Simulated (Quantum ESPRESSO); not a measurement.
AlSi2PC4, input and log of a self-consistent run

Computed values, not a measurement. The program is pw.x of Quantum ESPRESSO 7.5 (plane-wave density functional theory). The cell is made up: 8 atoms on a zincblende/diamond lattice, with randomly drawn elements, strain and displacements, not relaxed. PseudoDojo standard norm-conserving files (v0.5 for PBE, v0.4.1 for LDA and PBEsol) set the functional; there is no spin polarisation, spin-orbit coupling or dispersion term, and the masses in the input are unused placeholders.

Input:

```
&control calculation='scf', pseudo_dir='./dojo.nc.sr.pbe.v0_5.standard.upf', outdir='./o', disk_io='medium', tprnfor=.true., tstress=.true. /
&system ibrav=0, nat=8, ntyp=4, nbnd=22, ecutwfc=82.02448710, nosym=.true., tot_charge=0,
 occupations='smearing', smearing='fd', degauss=0.0018374661
/
&electrons conv_thr=7.350e-09, electron_maxstep=60, /
ATOMIC_SPECIES
Al 1.0 Al.upf
C 1.0 C.upf
P 1.0 P.upf
Si 1.0 Si.upf
CELL_PARAMETERS angstrom
4.4233 0.0018 0.044
0.0018 4.5076 -0.0079
0.044 -0.0079 4.534
ATOMIC_POSITIONS angstrom
Al 0.0114 -0.0536 0.0711
Si 0.0405 2.3424 2.3538
P 2.1607 0.0024 2.333
Si 2.2882 2.3059 -0.0428
C 1.0674 1.0702 1.2216
C 1.1863 3.3617 3.4081
C 3.236 1.1043 3.5512
C 3.2022 3.3579 1.1824
K_POINTS automatic
4 4 4 1 1 1
```

The log is shortened where brackets say so; the opening notice, blank lines, dates and the lines on written files are dropped, and the path of the files is cut. It prints rydbergs, bohrs and kilobars, and counts compression as positive stress.

```
     Program PWSCF v.7.5
     Parallel version (MPI & OpenMP), running on       1 processor cores
     Number of MPI processes:                 1
     Threads/MPI process:                     1
     [start-up lines left out]
     bravais-lattice index     =            0
     lattice parameter (alat)  =       8.3592  a.u.
     unit-cell volume          =     609.9954 (a.u.)^3
     number of atoms/cell      =            8
     number of atomic types    =            4
     number of electrons       =        32.00
     number of Kohn-Sham states=           22
     kinetic-energy cutoff     =      82.0245  Ry
     charge density cutoff     =     328.0979  Ry
     scf convergence threshold =      7.3E-09
     mixing beta               =       0.7000
     number of iterations used =            8  plain     mixing
     Exchange-correlation= PBE
                           (   1   4   3   4   0   0   0)
     [axes and pseudopotential details left out]
   Cartesian axes
     site n.     atom                  positions (alat units)
         1        Al     tau(   1) = (   0.0025771  -0.0121170   0.0160732  )
         2        Si     tau(   2) = (   0.0091556   0.5295331   0.5321103  )
         3        P      tau(   3) = (   0.4884572   0.0005426   0.5274081  )
         4        Si     tau(   4) = (   0.5172804   0.5212818  -0.0096756  )
         5        C      tau(   5) = (   0.2413011   0.2419341   0.2761602  )
         6        C      tau(   6) = (   0.2681801   0.7599605   0.7704499  )
         7        C      tau(   7) = (   0.7315442   0.2496429   0.8027997  )
         8        C      tau(   8) = (   0.7239033   0.7591015   0.2672985  )
     number of k points=    32  Fermi-Dirac smearing, width (Ry)=  0.0018
                       cart. coord. in units 2pi/alat
        k(    1) = (   0.1237529   0.1228309   0.1209672), wk =   0.0625000
        k(    2) = (   0.1213263   0.1232594   0.3648997), wk =   0.0625000
     [further k points left out]
     Dense  grid:    61229 G-vectors     FFT dimensions: (  50,  50,  50)
     Estimated max dynamical RAM per process >      70.57 MB
     Initial potential from superposition of free atoms
     starting charge      31.9960, renormalised to      32.0000
     Starting wfcs are   32 randomized atomic wfcs
     total cpu time spent up to now is        4.1 secs
     per-process dynamical memory:    55.1 Mb
     Self-consistent Calculation
     iteration #  1     ecut=    82.02 Ry     beta= 0.70
     Davidson diagonalization with overlap
     ethr =  1.00E-02,  avg # of iterations =  3.4
     total cpu time spent up to now is       14.4 secs
     total energy              =     -82.86179563 Ry
     estimated scf accuracy    <       1.73683527 Ry
     iteration #  2     ecut=    82.02 Ry     beta= 0.70
     Davidson diagonalization with overlap
     ethr =  5.43E-03,  avg # of iterations =  2.0
     total cpu time spent up to now is       24.1 secs
     total energy              =     -83.38446661 Ry
     estimated scf accuracy    <       0.92779476 Ry
     iteration #  3     ecut=    82.02 Ry     beta= 0.70
     Davidson diagonalization with overlap
     ethr =  2.90E-03,  avg # of iterations =  2.0
     total cpu time spent up to now is       29.6 secs
     total energy              =     -83.52371824 Ry
     estimated scf accuracy    <       0.03219255 Ry
     iteration #  4     ecut=    82.02 Ry     beta= 0.70
     Davidson diagonalization with overlap
     ethr =  1.01E-04,  avg # of iterations =  6.6
     total cpu time spent up to now is       37.9 secs
     total energy              =     -83.54097154 Ry
     estimated scf accuracy    <       0.00461111 Ry
     iteration #  5     ecut=    82.02 Ry     beta= 0.70
     Davidson diagonalization with overlap
     ethr =  1.44E-05,  avg # of iterations =  6.4
     total cpu time spent up to now is       45.6 secs
     total energy              =     -83.54157896 Ry
     estimated scf accuracy    <       0.00219074 Ry
     [iterations 6 to 7 left out]
     iteration #  8     ecut=    82.02 Ry     beta= 0.70
     Davidson diagonalization with overlap
     ethr =  3.89E-08,  avg # of iterations =  4.2
     total cpu time spent up to now is       65.1 secs
     total energy              =     -83.54164246 Ry
     estimated scf accuracy    <       0.00000441 Ry
     iteration #  9     ecut=    82.02 Ry     beta= 0.70
     Davidson diagonalization with overlap
     ethr =  1.38E-08,  avg # of iterations =  2.0
     total cpu time spent up to now is       70.7 secs
     total energy              =     -83.54164274 Ry
     estimated scf accuracy    <       0.00000076 Ry
     iteration # 10     ecut=    82.02 Ry     beta= 0.70
     Davidson diagonalization with overlap
     ethr =  2.37E-09,  avg # of iterations =  2.0
     total cpu time spent up to now is       77.0 secs
     total energy              =     -83.54164291 Ry
     estimated scf accuracy    <       0.00000004 Ry
     iteration # 11     ecut=    82.02 Ry     beta= 0.70
     Davidson diagonalization with overlap
     ethr =  1.10E-10,  avg # of iterations =  4.8
     total cpu time spent up to now is       84.6 secs
     total energy              =     -83.54164293 Ry
     estimated scf accuracy    <       0.00000003 Ry
     iteration # 12     ecut=    82.02 Ry     beta= 0.70
     Davidson diagonalization with overlap
     ethr =  8.26E-11,  avg # of iterations =  2.0
     total cpu time spent up to now is       90.4 secs
     End of self-consistent calculation
     [lines on levels left out]
!    total energy              =     -83.54164293 Ry
     estimated scf accuracy    <          4.2E-09 Ry
     smearing contrib. (-TS)   =      -0.00000000 Ry
     internal energy E=F+TS    =     -83.54164293 Ry
     The total energy is F=E-TS. E is the sum of the following terms:
     one-electron contribution =      17.10881542 Ry
     hartree contribution      =      10.48924028 Ry
     xc contribution           =     -29.80179302 Ry
     ewald contribution        =     -81.33790561 Ry
     convergence has been achieved in  12 iterations
     Forces acting on atoms (cartesian axes, Ry/au):
     atom    1 type  1   force =    -0.03217690    0.02913175   -0.00821744
     atom    2 type  4   force =    -0.04936606   -0.09121493   -0.05427812
     atom    3 type  3   force =     0.01392003    0.02491025   -0.02591477
     atom    4 type  4   force =    -0.10243249   -0.02904357    0.09259314
     atom    5 type  2   force =     0.05386621    0.06051403    0.04946241
     atom    6 type  2   force =     0.01706969    0.01979022   -0.01975650
     atom    7 type  2   force =     0.06438288   -0.02864146   -0.11569514
     atom    8 type  2   force =     0.03473664    0.01455371    0.08180641
     Total force =     0.271284     Total SCF correction =     0.000030
     Computing stress (Cartesian axis) and pressure
          total   stress  (Ry/bohr**3)                   (kbar)     P=      -84.84
  -0.00026157   0.00001316  -0.00028066          -38.48        1.94      -41.29
   0.00001316  -0.00072524   0.00024025            1.94     -106.69       35.34
  -0.00028066   0.00024025  -0.00074346          -41.29       35.34     -109.37
     init_run     :      3.92s CPU      3.99s WALL (       1 calls)
     electrons    :     82.06s CPU     86.32s WALL (       1 calls)
     forces       :      1.61s CPU      1.63s WALL (       1 calls)
     stress       :      5.30s CPU      5.35s WALL (       1 calls)
     [timing details left out]
     PWSCF        :   1m33.01s CPU   1m37.50s WALL
     JOB DONE.
```

In other units: free energy -1136.642 eV for the cell, pressure -8.48 GPa, largest force component 2.975 eV/Å. A rerun of the same cell at another strain at 1347 eV and a 6 x 6 x 6 mesh moved values by no more than 0.007 eV in energy, 0.06 GPa in stress and 0.004 eV/Å in force.